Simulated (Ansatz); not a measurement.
Relaxed-ion elastic tensor of Li (bcc (W type), Im-3m) in GPa (Voigt order), PBEsol in the plane-wave PAW code Ansatz; density 0.57 g/cm³, 20.24 Å³ per atom.

```
14.7  13.2  13.2   0.0   0.0   0.0
13.2  14.7  13.2   0.0   0.0   0.0
13.2  13.2  14.7   0.0   0.0   0.0
 0.0   0.0   0.0  11.1   0.0   0.0
 0.0   0.0   0.0   0.0  11.1   0.0
 0.0   0.0   0.0   0.0   0.0  11.1
```

Question: Is the crystal mechanically stable?

Answer: Yes: the smallest eigenvalue of C is 1.6 GPa.

Question: Work out the Voigt and Reuss bounds. Is their mean of use?

Answer: K_V = 13.7, K_R = 13.7; G_V = 7.0, G_R = 1.8 GPa. The bounds lie so far apart that a Hill average or a Debye temperature from it would say little.

The PBEsol relaxation kept the symmetry of its start; of distortions, only those at the zone centre were tested. As this level gives no gap, shear constants depend on the k-mesh and smearing (Fermi–Dirac, 0.1 eV here).

Potentials: the later of the program's two PAW sets.
